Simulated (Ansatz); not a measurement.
Consider the following.

SiO2:
Space group P4₁2₁2 (No. 92); a = b = 5.028 Å, c = 7.010 Å, α = β = γ = 90.00°

```
atom  site  symmetry       x       y       z
----  ----  --------  ------  ------  ------
Si      4a       ..2  0.2981  0.2981  0.0000
O       8b         1  0.2396  0.1020  0.1784
```

This is the PBEsol-relaxed structure.

**Question.** All from the program Ansatz at the PBEsol level (PAW), unless another level is named. Estimate the band gap.

**Answer.** 5.57 eV (direct).

**Question.** Next, the formation energy from the elements (no fitted shifts)?

**Answer.** -2.81 eV/atom.

**Question.** And the electron effective mass?

**Answer.** 0.54 mₑ (isotropic).

Space group P4_12_12. The cell was relaxed with PBEsol under the symmetry of its start. The references are the lowest solids computed at this level, not always the standard phases (solids in place of the gases).

Potentials: the earlier of the program's two PAW sets. The files were generated under PBE; for other functionals the program regenerates the frozen cores, and for LDA and PBEsol the local potential too.
